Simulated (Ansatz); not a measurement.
Zr (diamond, space group No. 227) under volume change, r²SCAN in the plane-wave PAW code Ansatz, scaled uniformly.

```csv
V (Å³/atom),E − E(relaxed) (meV/atom),P (GPa)
26.931,30.6,3.96
27.819,?,?
28.707,3.0,1.13
29.595,0.0,0.01
30.483,2.8,-1.01
31.370,?,?
32.258,25.0,-2.95
```

Problem. Some entries are withheld; supply them.

Solution. 
- 27.819, E − E(relaxed) (meV/atom): 12.9
- 27.819, P (GPa): 2.46
- 31.370, E − E(relaxed) (meV/atom): 11.2
- 31.370, P (GPa): -2.02

Problem. What does a third-order Birch–Murnaghan fit give for V₀, B₀ and B′?

Solution. V₀ = 29.59 Å³/atom, B₀ = 37.5 GPa, B′ = 2.4.

Space group Fd-3m (diamond). The start of the workflow was typed in or built on a structure type; neither database checked (COD, Materials Project) lists it. It is not the phase usual at ambient conditions (space group No. 194). The r²SCAN relaxation kept the symmetry of its start; its stability against distortions is not shown here. No spin polarisation was allowed. The volume moved by -20 % from the start of the relaxation.

Potentials: the earlier of the program's two PAW sets.
